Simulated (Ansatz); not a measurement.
AlGaAs$_{2}$:
```yaml
crystal:
  lattice:
    - [4.01422, 0.00000, 0.00000]
    - [0.00000, 4.01422, 0.00000]
    - [0.00000, 0.00000, 5.66620]
  atoms:
    - { symbol: Ga, position: [0.00000, 0.00000, 0.00000] }
    - { symbol: As, position: [0.50000, 0.00000, 0.25065] }
    - { symbol: Al, position: [0.50000, 0.50000, 0.50000] }
    - { symbol: As, position: [0.00000, 0.50000, 0.74935] }
```

This is the r²SCAN-relaxed structure. Cartesian axes are those of the cell as given.

Task: All from r²SCAN (plane waves, PAW; program Ansatz), unless another level is named. Predict the hole effective mass, band 2 of 2 at the edge.

Result: 0.077 along x, 0.41 along z (mₑ).

Task: Predict the gap with spin–orbit coupling.

Result: 1.37 eV.

Task: And the smallest direct gap on the standard path?

Result: 1.55 eV.

Task: Predict the band gap.

Result: 1.47 eV (indirect).

Task: What about the conduction-band minimum?

Result: at R (2 equivalent valleys).

Space group P-4m2. The start of the workflow was typed in or built on a structure type; neither database checked (COD, Materials Project) lists it. Its standing as an ambient phase is unchecked. The r²SCAN relaxation kept the symmetry of its start; its stability against distortions is not shown here. Spin–orbit coupling is left out wherever it is not named.

Potentials: the later of the program's two PAW sets.
